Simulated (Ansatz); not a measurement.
**Every step of a relaxation of fluorite Sn2Ir (111), 6 layers**

DFT, LDA, PAW with Ansatz's default frozen-core files, scalar-relativistic (Ansatz 0.2.0); a Γ-centred 9×9×1 k mesh, Fermi–Dirac smearing of 0.08 eV, no spin polarisation. The run relaxes the atoms in the fixed cell.

Command: `ansatz run input.yaml --threads 2 --pin off --max-ram 5120MiB --backend cpu --events-out ev --progress --plain --runs-dir out` It took 35 s on 2 threads of INTEL(R) XEON(R) PLATINUM 8581C CPU @ 2.30GHz (Emerald Rapids) (shared host), peak memory 0.66 GiB.

```yaml
crystal:
  lattice:
    - [4.4575016955, 0.0, 0.0]
    - [-2.2287508478, 3.8603097057, 0.0]
    - [0.0, 0.0, 21.4593]
  atoms:
    - { symbol: Sn, position: [0.0, 0.0, 0.3727986854] }
    - { symbol: Ir, position: [0.333333333, 0.666666667, 0.4151991234] }
    - { symbol: Sn, position: [0.666666667, 0.333333333, 0.457599562] }
    - { symbol: Sn, position: [0.333333333, 0.666666667, 0.542400438] }
    - { symbol: Ir, position: [0.666666667, 0.333333333, 0.5848008766] }
    - { symbol: Sn, position: [0.0, 0.0, 0.6272013146] }
kpoints:
  mp_grid: { grid: [9, 9, 1] }
scf:
  occupations: { method: fermi_dirac, width: 0.08 }
hamiltonian:
  xc: lda
  pseudopotentials: { kind: paw }
output:
  forces: true
  stress: true
  eigenvalues: true
relax:
  f_tol: 0.01
  max_steps: 40
efield:
  axis: 3
  amplitude: 0
  dipole_correction: true
```

Each step lists its free energy a cell above the last geometry, and Cartesian positions (Å) with forces (eV/Å).

The first step:

```
step 1  dF = 22.89 meV
  Sn 0.0000 0.0000 8.0000   0.0000 0.0000 0.0993
  Ir 0.0000 2.5735 8.9099   0.0000 0.0000 0.3400
  Sn 2.2288 1.2868 9.8198   0.0000 0.0000 -0.0107
  Sn 0.0000 2.5735 11.6395   0.0000 0.0000 0.0107
  Ir 2.2288 1.2868 12.5494   0.0000 0.0000 -0.3400
  Sn 0.0000 0.0000 13.4593   0.0000 0.0000 -0.0993
```

Spin–orbit coupling is left out, which matters for the heavy atoms. The PAW files were made under PBE.

Task: Where does the relaxation end, and by which steps?

Result: After 5 geometries, with a shortest distance of 2.682 Å. The further steps:
```
step 2  dF = 73.69 meV  (not accepted)
  Sn 0.0000 0.0000 8.1471   0.0000 0.0000 -0.4166
  Ir 0.0000 2.5735 9.0335   0.0000 0.0000 -0.4492
  Sn 2.2288 1.2868 9.8053   0.0000 0.0000 0.0524
  Sn 0.0000 2.5735 11.6540   0.0000 0.0000 -0.0524
  Ir 2.2288 1.2868 12.4258   0.0000 0.0000 0.4492
  Sn 0.0000 0.0000 13.3122   0.0000 0.0000 0.4166
step 3  dF = 0.16 meV
  Sn 0.0000 0.0000 8.0461   0.0000 0.0000 -0.0101
  Ir 0.0000 2.5735 8.9648   0.0000 0.0000 -0.0171
  Sn 2.2288 1.2868 9.8176   0.0000 0.0000 -0.0298
  Sn 0.0000 2.5735 11.6417   0.0000 0.0000 0.0298
  Ir 2.2288 1.2868 12.4945   0.0000 0.0000 0.0171
  Sn 0.0000 0.0000 13.4132   0.0000 0.0000 0.0101
step 4  dF = 0.18 meV  (not accepted)
  Sn 0.0000 0.0000 8.0377   0.0000 0.0000 0.0202
  Ir 0.0000 2.5735 8.9635   0.0000 0.0000 -0.0079
  Sn 2.2288 1.2868 9.8114   0.0000 0.0000 0.0259
  Sn 0.0000 2.5735 11.6479   0.0000 0.0000 -0.0259
  Ir 2.2288 1.2868 12.4958   0.0000 0.0000 0.0079
  Sn 0.0000 0.0000 13.4216   0.0000 0.0000 -0.0202
step 5  dF = 0.00 meV
  Sn 0.0000 0.0000 8.0423   0.0000 0.0000 0.0003
  Ir 0.0000 2.5735 8.9629   0.0000 0.0000 -0.0006
  Sn 2.2288 1.2868 9.8148   0.0000 0.0000 -0.0006
  Sn 0.0000 2.5735 11.6445   0.0000 0.0000 0.0006
  Ir 2.2288 1.2868 12.4964   0.0000 0.0000 0.0006
  Sn 0.0000 0.0000 13.4170   0.0000 0.0000 -0.0003
```
